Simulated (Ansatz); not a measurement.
Input:

ScSi:
Space group Cmcm (No. 63); a = 3.996 Å, b = 9.898 Å, c = 3.662 Å, α = 90.00°, β = 90.00°, γ = 90.00°

| atom | site | symmetry | x | y | z |
|---|---|---|---|---|---|
| Sc | 4c | m2m | 0.0000 | 0.1391 | 0.7500 |
| Si | 4c | m2m | 0.0000 | 0.5808 | 0.2500 |
(The calculation used a cell of 4 atoms; values per cell refer to that cell.)

This is the r²SCAN-relaxed structure.

All from the program Ansatz at the r²SCAN level (PAW), unless another level is named. Give the electronic character.

metallic (no gap).

Next, the formation energy from the elements (no fitted shifts)?

-0.89 eV/atom.

And the density of states at the Fermi level?

0.50 states/eV per atom (mean over ±0.08 eV).

The first step of the workflow began from a Materials Project structure, measured or hypothetical; the Crystallography Open Database copy checked does not list it. Its standing as an ambient phase is unchecked. Symmetry was held in the r²SCAN relaxation; whether a distortion lowers the energy is not shown. No spin polarisation was allowed. The references are the lowest solids computed at this level, not always the standard phases.

Potentials: the earlier of the program's two PAW sets.
